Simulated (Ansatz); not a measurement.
Here is the system:

LiCa₂CuN₂:
```cif
data_Ca4Cu2Li2N4
_chemical_formula_sum 'Li2 Ca4 Cu2 N4'
_space_group_name_H-M_alt 'P 1'
_space_group_IT_number 1
_cell_length_a 5.27106
_cell_length_b 5.27106
_cell_length_c 6.58936
_cell_angle_alpha 90.000
_cell_angle_beta 90.000
_cell_angle_gamma 90.000
loop_
_space_group_symop_operation_xyz
  'x, y, z'
loop_
_atom_site_label
_atom_site_type_symbol
_atom_site_fract_x
_atom_site_fract_y
_atom_site_fract_z
_atom_site_occupancy
Li1 Li 0.50000 0.50000 0.50000 1
Li2 Li 0.00000 0.00000 0.00000 1
Ca1 Ca 0.00000 0.50000 0.25000 1
Ca2 Ca 0.00000 0.50000 0.75000 1
Ca3 Ca 0.50000 0.00000 0.25000 1
Ca4 Ca 0.50000 0.00000 0.75000 1
Cu1 Cu 0.50000 0.50000 0.00000 1
Cu2 Cu 0.00000 0.00000 0.50000 1
N1 N 0.24865 0.75135 0.50000 1
N2 N 0.75135 0.24865 0.50000 1
N3 N 0.74865 0.74865 0.00000 1
N4 N 0.25135 0.25135 0.00000 1
```

This is the HSE06-relaxed structure.

### Question
All from HSE06 (plane waves, PAW; program Ansatz), unless another level is named. Predict the band gap.

### Answer
2.14 eV (direct).

### Question
Predict the valence-band maximum.

### Answer
at Γ.

Space group P4_2/mnm. The first step of the workflow began from a Materials Project structure, measured or hypothetical; the Crystallography Open Database copy checked does not list it. With Li and Cu taken as one species the cell has the higher symmetry P4_2/mmc, so it may be an ordered model of a mixed-site phase. Whether it is the stable phase at ambient conditions was not checked. The cell was relaxed with HSE06 under the symmetry of its start; whether a distortion lowers the energy is not shown. The run is not spin-polarised. The hybrid was solved on a coarse mesh, the path and, where they were found, the r²SCAN edge points; its band edges are the extreme levels among these.

Potentials: the later of the program's two PAW sets.
